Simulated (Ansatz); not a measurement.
BP (zinc blende), conventional cell a = 4.548 Å, b = 4.548 Å, c = 4.548 Å, α = 90.00°, β = 90.00°, γ = 90.00°. The calculation uses the primitive cell of 2 atoms, to which meshes and values per cell refer.

E(V) scan at fixed shape, V₀ the volume above. Symmetry pins the atoms to their sites.

These are PBE (plane waves to 420 eV, PAW, scalar-relativistic; Ansatz, an electronic-structure program) values and carry that method's errors. k mesh 12×12×12 (Γ-centred), Fermi-Dirac smearing 0.05 eV. E stands for the smeared free energy. Stress and pressure are positive under compression. BP was relaxed with its symmetry unable to fall. The PAW data are Ansatz's earlier set. ΔE is measured from the relaxed starting cell.

**Question.** Predict the ΔE (meV/atom) and P (GPa) at V/V₀ = 0.900, 0.925, 0.950, 1.025, 1.075, 1.100.

**Answer.** 
```csv
V/V₀,ΔE (meV/atom),P (GPa)
0.900,70.3,20.8
0.925,37.9,14.6
0.950,16.1,9.2
1.025,3.6,-3.8
1.075,29.8,-10.2
1.100,51.0,-12.8
```

(A scan under strain: stresses follow from slopes of the energy per volume, elastic moduli from its curvatures.)
